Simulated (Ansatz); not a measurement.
## Two-dimensional strain map in Y

Computed with DFT r2SCAN, scalar-relativistic, plane waves, PAW in Ansatz 0.2.0. Settings: plane waves to 500 eV, k-mesh 16×16×16 (Γ-centred), Gaussian smearing 0.15 eV. No spin polarisation. Energies are free energies at this smearing, counted from the undisturbed cell; pressure is positive in compression.

The starting cell (as given, not relaxed at this level; it stands at 3.3 GPa; this fcc form isn't the usual structure):

```
CELL_PARAMETERS angstrom
0.00000 2.48500 2.48500
2.48500 0.00000 2.48500
2.48500 2.48500 0.00000
ATOMIC_POSITIONS crystal
Y 0.00000 0.00000 0.00000
```

The cell is strained by p along both x and y and by q along z, fractional coordinates fixed. Points are written (p, q).

Energy above the undisturbed cell in meV/atom (a dash: not computed):

| p \ q | -0.080 | -0.040 | 0.000 | 0.040 | 0.080 |
| --- | --- | --- | --- | --- | --- |
| -0.080 | 447.8 | 329.7 | 238.0 | 169.5 | ? |
| -0.040 | 228.8 | 144.2 | 82.8 | ? | 20.4 |
| 0.000 | 90.3 | 34.9 | 0.0 | ? | -17.1 |
| 0.040 | 18.2 | -11.4 | -23.2 | -19.3 | -1.2 |
| 0.080 | ? | -6.2 | 2.7 | 24.8 | 58.9 |

(1) Fill in the withheld energies.

Results:

(1) (-0.080, 0.080): 123.0; (-0.040, 0.040): 42.3; (0.000, 0.040): -16.8; (0.080, -0.080): -0.5.